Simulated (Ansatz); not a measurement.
Structure: BaCaF4 on the sites of the fluorite structure (relaxed group R-3m), at its r2SCAN minimum. The symmetry is R-3m (No. 166, trigonal); a = 4.141 Å, c = 20.065 Å in the conventional setting, 16.55 Å³ an atom. Ca is surrounded by 8 F at 2.31–2.48 Å; F is surrounded by 1 Ca at 2.31 Å and 3 Ba at 2.61 Å; F is surrounded by 3 Ca at 2.48 Å and 1 Ba at 2.68 Å; Ba is surrounded by 8 F at 2.61–2.68 Å.

```cif
data_structure
_symmetry_space_group_name_H-M 'P 1'
_symmetry_Int_Tables_number 1
_cell_length_a 7.1028
_cell_length_b 7.1028
_cell_length_c 7.1028
_cell_angle_alpha 33.897
_cell_angle_beta 33.897
_cell_angle_gamma 33.897
_cell_volume 99.33
loop_
_atom_site_label
_atom_site_type_symbol
_atom_site_fract_x
_atom_site_fract_y
_atom_site_fract_z
_atom_site_occupancy
Ca1 Ca 0.00000 0.00000 0.00000 1
F1 F 0.11510 0.11510 0.11510 1
F2 F 0.36665 0.36665 0.36665 1
Ba1 Ba 0.50000 0.50000 0.50000 1
F3 F 0.63335 0.63335 0.63335 1
F4 F 0.88490 0.88490 0.88490 1
```

The questions ask for values computed with Ansatz on this geometry. No magnetic order. The prototype was imposed, so other structures may be more stable.

Given (8×8×8 mesh): The r2SCAN gap is indirect, 7.17 eV (F to Γ), below the direct gap of 7.38 eV at Γ.

Task: How does the gap change from r2SCAN to PBE (8×8×8)?

Result: PBE gives an indirect gap of 6.56 eV, from F to Γ; the least direct gap is 6.77 eV at Γ. The gap differs by -0.61 eV from r2SCAN's.

Task: What does PBE+SOC give for the gap (8×8×8 mesh)?

Result: PBE+SOC gives an indirect gap of 6.56 eV, from F to Γ; the least direct gap is 6.75 eV at Γ. Spin-orbit coupling itself accounts for 0.00 eV. The gap differs by -0.61 eV from r2SCAN's.

Task: Estimate the gap with HSE06 on 4×4×4.

Result: HSE06 gives an indirect gap of 8.53 eV, from F to Γ; the least direct gap is 8.76 eV at Γ. The gap differs by +1.36 eV from r2SCAN's.

Task: How does the gap change from r2SCAN to PBE0 (4×4×4)?

Result: The PBE0 gap is indirect, 9.30 eV (F to Γ), below the direct gap of 9.52 eV at Γ. The gap differs by +2.13 eV from r2SCAN's.

Task: Relaxed again with PBEsol, is the cell stable at the zone centre, and where do its optical modes lie?

Result: The zone-centre optical frequencies run from 95 to 323 cm⁻¹, none imaginary (the rest of the zone wasn't tested). With the long-range field the highest mode reaches 429 cm⁻¹.

Only the levels marked +SOC include spin-orbit coupling.
